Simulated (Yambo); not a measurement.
# How GW settings move the gap: NaOH

G0W0@PBEsol for NaOH (space group P2_1, No. 4) in Yambo. Reference settings: 4×4×4 Γ-centred k mesh, bands 3 to 112 and a 8 Ry block in the screening, 112 bands in G with the Bruneval-Gonze terminator, plasmon pole fitted at 27.2 eV. The PBEsol gap (0, 0, -0.5) → Γ on this mesh is 3.56 eV; G0W0 gaps are taken between the same points.

| change from the reference | G0W0 gap (0, 0, -0.5) → Γ (eV) | shift of the valence edge (eV) |
|---|---|---|
| reference settings | 6.36 | -1.72 |
| 44 bands in W, 44 bands in G | 6.48 | -1.56 |
| 73 bands in G | 6.36 | -1.72 |
| 54 bands in W | 6.43 | -1.61 |
| 7 Ry block | 6.32 | -1.70 |
| 73 bands in G, no terminator | 6.18 | -1.39 |

The reference isn't shown to be the converged limit.

Geometry of the Materials Project entry, not relaxed at this level; primitive cell a = 3.4259 Å, b = 3.3464 Å, c = 5.2952 Å, α = 90.00°, β = 107.30°, γ = 90.00°.

The structure is a Materials Project entry; no match was found in the copy of COD used, and its stability was not checked.

A shift is the quasiparticle energy of the state minus its PBEsol energy.
